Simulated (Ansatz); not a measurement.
## Relaxing a structure of HgTe

The start is a generated cell, HgTe placed in the PtS structure type. The structure is fully relaxed (lattice and positions, P = 0) with PBE (plane waves to 420 eV, PAW, scalar-relativistic; Ansatz, an electronic-structure program). The first steps use a coarse 5×5×3 k-mesh.

The start:
```yaml
crystal:
  lattice:
    - [4.37206, 0.00000, 0.00000]
    - [0.00000, 4.37206, 0.00000]
    - [0.00000, 0.00000, 7.69835]
  atoms:
    - { symbol: Hg, position: [0.00000, 0.50000, 0.00000] }
    - { symbol: Hg, position: [0.50000, 0.00000, 0.50000] }
    - { symbol: Te, position: [0.00000, 0.00000, 0.25000] }
    - { symbol: Te, position: [0.00000, 0.00000, 0.75000] }
```

| Item | Result |
|---|---|
| Outcome | The space group stays P4₂/mmc (No. 131) (the run could not lower it), with 4 atoms in the primitive cell |
| Energy released | 0.01 eV/atom |
| Volume change | +5.6 %, from 36.79 to 38.84 Å³/atom |
| Shortest distances (start → end) | The closest pairs of elements (up to four, under 3.6 Å), start → end: Hg–Te 2.91 → 2.97 Å |
| Optimiser moves | 6 |

The end point of the relaxation:

```cif
data_Hg2Te2
_chemical_formula_sum 'Hg2 Te2'
_space_group_name_H-M_alt 'P42/mmc'
_space_group_IT_number 131
_space_group_name_Hall '-P 4c 2'
_cell_length_a 4.43317
_cell_length_b 4.43317
_cell_length_c 7.90429
_cell_angle_alpha 90.000
_cell_angle_beta 90.000
_cell_angle_gamma 90.000
loop_
_atom_site_label
_atom_site_type_symbol
_atom_site_symmetry_multiplicity
_atom_site_Wyckoff_symbol
_atom_site_fract_x
_atom_site_fract_y
_atom_site_fract_z
_atom_site_occupancy
Hg1 Hg 2 c 0.00000 0.50000 0.00000 1
Te1 Te 2 e 0.00000 0.00000 0.25000 1
```

Final values are on a 11×11×6 k-mesh of the relaxed cell. No spin polarisation in the result.

The run could not lose the symmetry of its start: the end is stationary, and may be a saddle point rather than a minimum.

All atoms sit on sites fixed by symmetry, so only the cell could relax.

The relaxed structure here is a generated cell of HgTe: the first start was made by placing the elements on the sites of a structure type, and the end was not matched to a known phase here, so it may be hypothetical. Known forms of HgTe include space group No. 216.
